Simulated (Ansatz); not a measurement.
**Computed properties of AgW**

AgW:
```yaml
crystal:
  lattice:
    - [0.00000, 2.63322, 2.63322]
    - [2.63322, 0.00000, 2.63322]
    - [2.63322, 2.63322, 0.00000]
  atoms:
    - { symbol: Ag, position: [0.00000, 0.00000, 0.00000] }
    - { symbol: W, position: [0.50000, 0.50000, 0.50000] }
```

Space group Fm-3m (No. 225), rock salt; conventional cell a = 5.266 Å, b = 5.266 Å, c = 5.266 Å, α = 90.00°, β = 90.00°, γ = 90.00°.

Method: plane-wave PAW PBEsol (Ansatz code). Structure relaxed to zero pressure with the same functional. Other levels are named where they apply.

### Cell and energy

```yaml
volume_per_atom: 18.26 Å³
density: 13.27 g/cm³
Formation energy from the elements (no fitted shifts): 2.04 eV/atom
```

### Electronic structure

```yaml
electronic_character: metallic (no gap)
Density of states at the Fermi level: 1.1 states/eV per atom (mean over ±0.08 eV)
Gap with spin–orbit coupling: none (metallic)
```

### Mechanics

```yaml
Bulk modulus (Birch–Murnaghan fit): 173 GPa
Pressure derivative B′: 4.9
Elastic constants (relaxed ions, GPa): C11 = 406, C12 = 57.7, C44 = -18.9
mechanical_stability: unstable (C has a negative eigenvalue)
```

### Phonons

```yaml
highest_zone_centre_frequency: 152 cm⁻¹
zone_centre_stability: no imaginary mode at Γ
```

The start of the workflow was typed in or built on a structure type; neither database checked (COD, Materials Project) lists it. Its standing as an ambient phase is unchecked. The PBEsol relaxation kept the symmetry of its start. The run is not spin-polarised. Its formation energy is positive at this level, so the cell may be metastable or incomplete. As this level gives no gap, shear constants depend on the k-mesh and smearing (Fermi–Dirac, 0.1 eV here). As this level gives no gap, phonon frequencies hold no LO–TO term and depend on the k-mesh and smearing (Fermi–Dirac, 0.1 eV here). The references are the lowest solids computed at this level, not always the standard phases. Spin–orbit coupling is left out wherever it is not named.

Potentials: the later of the program's two PAW sets.
